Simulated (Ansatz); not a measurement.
Space group Im-3m (No. 229). a = 6.300 Å, b = 6.300 Å, c = 6.300 Å, α = 90.00°, β = 90.00°, γ = 90.00°
| atom | site | symmetry | x | y | z |
| --- | --- | --- | --- | --- | --- |
| Sb | 6b | 4/mm.m | 0.5000 | 0.0000 | 0.0000 |
| Pb | 2a | m-3m | 0.0000 | 0.0000 | 0.0000 |

Equation of state of this Sb₃Pb structure (not necessarily the ground state), with shape and atoms relaxed at each volume where symmetry leaves them free. It has no gap at any of these volumes. All numbers below come from DFT PBE, scalar-relativistic, plane waves, PAW in Ansatz 0.2.0.

Settings: cutoff 420 eV, Γ-centred mesh 10×10×10 on the computed 4-atom cell, Gaussian smearing of 0.10 eV; no spin polarisation.

| V (Å³/atom) | E − E(largest V) (meV/atom) | P (GPa) |
| --- | --- | --- |
| 27.500 | 47.76 | 8.43 |
| 28.437 | 6.38 | 5.76 |
| 29.375 | -20.57 | 3.50 |
| 30.312 | -35.33 | 1.60 |
| 31.250 | -39.82 | 0.00 |
| 32.187 | -35.69 | -1.35 |
| 33.125 | -24.34 | -2.47 |
| 34.375 | 0.00 | -3.69 |

Task: Fit a third-order Birch–Murnaghan equation, E = E0 + (9V0B0/16)·[(x − 1)³B0' + (x − 1)²(6 − 4x)] with x = (V0/V)^(2/3), to E(V).

Result: V0 = 31.24 Å³/atom, B0 = 49 GPa, B0' = 4.8.

Spin-orbit coupling is left out, which matters for the bands of heavy elements.

The cell was found from a structure generator's guess, not taken from experiment.
